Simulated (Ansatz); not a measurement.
Y:
```
Y
1.0
    3.59953     0.00000     0.00000
   -1.79976     3.11728     0.00000
    0.00000     0.00000     5.57923
Y
2
Direct
  0.33333   0.66667   0.25000
  0.66667   0.33333   0.75000
```

Relaxed with PBEsol.

Q: List the phonon frequencies at the special points (DFPT on a 4×4×3 q-mesh, Fourier-interpolated; the program Ansatz at the PBEsol level (PAW)).

A: In cm⁻¹.

```json
[
 {"q": "Γ", "frequencies": "0 0 0 88 88 154"},
 {"q": "M", "frequencies": "75 88 124 136 140 140"},
 {"q": "K", "frequencies": "109 109 112 112 126 138"},
 {"q": "A", "frequencies": "63 63 63 63 111 111"},
 {"q": "L", "frequencies": "86 86 102 102 139 139"},
 {"q": "H", "frequencies": "62 62 132 132 139 139"}
]
```

Space group P6_3/mmc (hcp (Mg type)). The PBEsol relaxation kept the symmetry of its start. The workflow began spin-polarised and lost its moments. As this level gives no gap, phonon frequencies hold no LO–TO term and depend on the k-mesh and smearing (Fermi–Dirac, 0.1 eV here).

Potentials: the earlier of the program's two PAW sets. The files were generated under PBE; for other functionals the program regenerates the frozen cores, and for LDA and PBEsol the local potential too.
